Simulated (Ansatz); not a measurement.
# Zone-centre phonons of WS$_{3}$: input and output

All numbers below come from DFT PBE, scalar-relativistic, plane waves, PAW (Ansatz).

Launched with:
```bash
ansatz run input.yaml --threads 2 --pin off --max-ram 6144MiB --backend cpu --events-out ev --progress --plain --runs-dir out
```

Input (bare energies are in eV):
```yaml
crystal:
  lattice:
    - [4.686022211, 0.0, 0.0]
    - [0.0, 4.686022211, 0.0]
    - [0.0, 0.0, 4.686022211]
  atoms:
    - { symbol: W, position: [0.0, 0.0, 0.0] }
    - { symbol: S, position: [0.0, 0.0, 0.5] }
    - { symbol: S, position: [0.0, 0.5, 0.0] }
    - { symbol: S, position: [0.5, 0.0, 0.0] }
basis:
  ecutwfc: 420
kpoints:
  mp_grid: { grid: [10, 10, 10] }
hamiltonian:
  xc: pbe
scf:
  occupations: { method: fermi_dirac, width: 0.15 }
output:
  eigenvalues: true
phonons:
  method: dfpt
  eigenvectors: true
```

Results section of the output:
```
--- Phonons (Γ-DFPT): 3 representative perturbations + reference, on 216 of 1000 k-points (Σ response iterations 9) ---
  k mesh reduced under 8 symmetry operations, with k and −k counted as one. Each operation leaves every solved displacement unchanged or reverses it
  ASR residual: 2.226e-3 → 0.000e0 eV/Å²; symmetrization residual: 6.837e-6 eV/Å²
  ASR residual per site (eV/Å²): 2.23e-3 1.89e-4 1.89e-4 1.89e-4
  Γ frequencies (cm⁻¹): 0.00 0.00 0.00 71.01 71.01 71.01 117.01 117.01 117.01 359.80 359.80 359.80
  non-analytic LO–TO correction: not included (Born effective charges unavailable; polar crystals: no LO–TO splitting at Γ)
```

It took 2.3 min on 2 threads of Intel(R) Xeon(R) Processor @ 2.50GHz (Skylake/Cascade Lake), with other jobs on the host, peak memory 1.7 GiB.

The cell was built by swapping an element in a database structure (itself possibly hypothetical) and relaxing; it need not be the stable form of this composition. In a metal, frequencies and elastic constants depend on the k mesh and the smearing, soft modes and shear constants most. Spin–orbit coupling is left out, which matters for heavy elements. A semilocal functional can close a gap that the real compound has.